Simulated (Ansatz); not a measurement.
Pt: an elastic constant from a strain scan

All numbers below come from DFT PBEsol, scalar-relativistic, plane waves, PAW (Ansatz). The runs took a 420 eV cutoff, a Γ-centred 20×20×20 mesh and Gaussian smearing (0.15 eV). Spin–orbit coupling is left out, which can shift energies with elements as heavy as these. No spin polarisation. Energies are free energies at this smearing, counted from the undisturbed cell; pressure is positive in compression.

Reference structure (as given, not relaxed at this level; it stands at 0.6 GPa):

```
CELL_PARAMETERS angstrom
0.00000 1.95790 1.95790
1.95790 0.00000 1.95790
1.95790 1.95790 0.00000
ATOMIC_POSITIONS crystal
Pt 0.00000 0.00000 0.00000
```

The cell is strained by ε times the Voigt pattern (0, 0, 0, 0, 0, 1) (xx, yy, zz, yz, xz, xy; engineering shear) with fractional coordinates fixed. The cell holds 1 atom in V0 = 15.01 Å³. The stress column is τ = (1/V0) dE/dε, got from the stress tensor σ (compression positive) at each point as −det(1 + εP) σ : P(1 + εP)⁻¹, with P the pattern as a tensor.

| ε | ΔE (meV/atom) | τ (GPa) |
| --- | --- | --- |
| -0.0525 | 10.866 | -4.585 |
| -0.0450 | 7.902 | -3.856 |
| -0.0375 | 5.439 | -3.160 |
| -0.0300 | 3.456 | -2.491 |
| -0.0225 | 1.933 | -1.847 |
| -0.0150 | 0.856 | -1.221 |
| -0.0075 | 0.215 | -0.607 |
| 0.0000 | 0.000 | 0.000 |
| 0.0075 | 0.215 | 0.607 |
| 0.0150 | 0.856 | 1.221 |
| 0.0225 | 1.933 | 1.847 |
| 0.0300 | 3.456 | 2.491 |
| 0.0375 | 5.439 | 3.160 |
| 0.0450 | 7.902 | 3.856 |
| 0.0525 | 10.866 | 4.585 |
| 0.0600 | ? | ? |

Which combination of elastic constants does this scan measure, and how large is it?

For small ε, τ = τ0 + Kε with K = pᵀCp, which for this pattern is C44 in the cubic axes. The parabola through τ at ε = -0.0075, 0 and 0.0075 has slope K = 81 GPa at zero. The energies per cell, E = NΔE, of the same two points give K = 2[E(ε₊)/ε₊ − E(ε₋)/ε₋]/[(ε₊ − ε₋)V0] = 81 GPa, in agreement.

Predict the withheld row at ε = 0.0600 from the harmonic law, and compare.

ΔE = V0(τ0 ε + Kε²/2)/N = 13.647 meV/atom and τ = 4.86 GPa. The calculation gives 14.355 meV/atom and 5.35 GPa: the energy lies 5 % above the harmonic value.

In a metal these slopes depend on the k mesh and the smearing.